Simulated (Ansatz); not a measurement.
Ru (body-centred tetragonal, space group No. 139) under volume change, r²SCAN in the plane-wave PAW code Ansatz, shape and atoms relaxed at each volume.

| V (Å³/atom) | E − E(relaxed) (meV/atom) | P (GPa) |
|---|---|---|
| 12.891 | 120.7 | 33.28 |
| 13.316 | … | … |
| 13.740 | 11.8 | 9.19 |
| 14.165 | 0.0 | 0.00 |
| 14.590 | 10.5 | -7.71 |
| 15.015 | … | … |
| 15.440 | 84.1 | -19.22 |

Q: Some entries are withheld; supply them.

A: 
- 13.316, E − E(relaxed) (meV/atom): 50.3
- 13.316, P (GPa): 20.15
- 15.015, E − E(relaxed) (meV/atom): 39.7
- 15.015, P (GPa): -14.07

Q: What does a third-order Birch–Murnaghan fit give for V₀, B₀ and B′?

A: V₀ = 14.16 Å³/atom, B₀ = 278 GPa, B′ = 5.1.

Space group I4/mmm (body-centred tetragonal). The start of the workflow was typed in or built on a structure type; neither database checked (COD, Materials Project) lists it. It is not the phase usual at ambient conditions (space group No. 194). Symmetry was held in the r²SCAN relaxation; whether a distortion lowers the energy is not shown. The final state is ferromagnetic, chosen from 4 collinear starts compared on coarse meshes (ties went to the first, and starts can fall back to one state), not a proven ground state. Other orbital occupations within this spin state were not tried.

Potentials: the later of the program's two PAW sets.
